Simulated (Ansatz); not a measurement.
Theory: DFT PBE, scalar-relativistic, plane waves, PAW in Ansatz. All cells share a 420 eV cutoff and Γ-centred k meshes spaced at most about 0.3 Å⁻¹ (about 0.25 or finer for metals, 2π included). No spin polarisation in the final relaxations.

Each of these unrelaxed guesses is relaxed in cell and atoms within its symmetry. A guess keeps its type if space group and coordination stay and the shape of the cell changes little (axis ratios within about 15 %, angles within 6°); the volume may change.

1. Sc2AlN3

```
Sc Al N
1.0
     5.41743    0.00000    0.00000
    -2.70871    4.69163    0.00000
     0.00000    0.00000    3.10335
Sc Al N
2 1 3
Direct
  0.33333 0.66667 0.00000
  0.66667 0.33333 0.00000
  0.00000 0.00000 0.00000
  0.50000 0.00000 0.50000
  0.50000 0.50000 0.50000
  0.00000 0.50000 0.50000
```

2. Sc2AlN3

```
Sc Al N
1.0
     4.07110    0.00000    0.00000
    -2.03555    3.52568    0.00000
     0.00000    0.00000    6.48540
Sc Al N
2 1 3
Direct
  0.33333 0.66667 0.25219
  0.66667 0.33333 0.74781
  0.00000 0.00000 0.00000
  0.33333 0.66667 0.64400
  0.66667 0.33333 0.35600
  0.00000 0.00000 0.50000
```

3. BaBCl3

```
Ba B Cl
1.0
     4.40968    0.00000    0.00000
     0.00000    4.40968    0.00000
     0.00000    0.00000    4.61789
Ba B Cl
1 1 3
Direct
  0.00000 0.00000 0.00000
  0.00000 0.00000 0.50000
  0.00000 0.50000 0.19120
  0.50000 0.00000 0.80880
  0.50000 0.50000 0.50000
```

4. RbGa3Te2

```
Rb Ga Te
1.0
     3.18107   -5.34232    0.00000
     3.18107    5.34232    0.00000
     0.00000    0.00000    4.93597
Rb Ga Te
1 3 2
Direct
  0.00000 0.00000 0.00000
  0.66109 0.33891 0.00000
  0.33891 0.66109 0.00000
  0.50000 0.50000 0.50000
  0.50000 0.00000 0.50000
  0.00000 0.50000 0.50000
```

Problem. Which keep their type?

Solution. Guess 1 keeps its type.

```json
{"guess": "1", "kept": "yes", "start group": "P6/mmm", "end group": "P6/mmm", "V start (Å³/atom)": "13.1", "V end": "13.4", "b/a and c/a, end over start": "1.00, 0.93", "nearest neighbours start": "Al 20, N 4, Sc 6", "nearest neighbours end": "Al 20, N 4, Sc 6"}
{"guess": "2", "kept": "no", "start group": "P-3m1", "end group": "P-3m1", "V start (Å³/atom)": "15.5", "V end": "10.5", "b/a and c/a, end over start": "1.00, 1.53", "nearest neighbours start": "Al 8, N 7/12, Sc 4", "nearest neighbours end": "Al 6, N 6, Sc 6"}
{"guess": "3", "kept": "no", "start group": "P-4m2", "end group": "P-4m2", "V start (Å³/atom)": "18.0", "V end": "40.5", "b/a and c/a, end over start": "1.00, 2.73", "nearest neighbours start": "B 6, Ba 6, Cl 4/6", "nearest neighbours end": "B 4, Ba 4, Cl 2/4"}
{"guess": "4", "kept": "no", "start group": "Cmmm", "end group": "Cmmm", "V start (Å³/atom)": "28.0", "V end": "30.6", "b/a and c/a, end over start": "0.77, 0.67", "nearest neighbours start": "Ga 7/8, Rb 18, Te 8", "nearest neighbours end": "Ga 4/6, Rb 10, Te 6"}
```

Neighbours count within 15 % of an atom's shortest distance; end groups are read at 0.02 Å (0.05 Å in metals).

No dispersion correction is applied, so the spacing and binding between layers, chains or molecules are poorly described (BaBCl3 P-4m2). These runs have no spin–orbit coupling, which can matter for Te. A magnetic state wasn't ruled out in cells without spin, among them Sc2AlN3 P-3m1. Cells relaxed within their symmetry can be saddle points.

In counts of neighbours, a slash parts the counts of unlike sites.
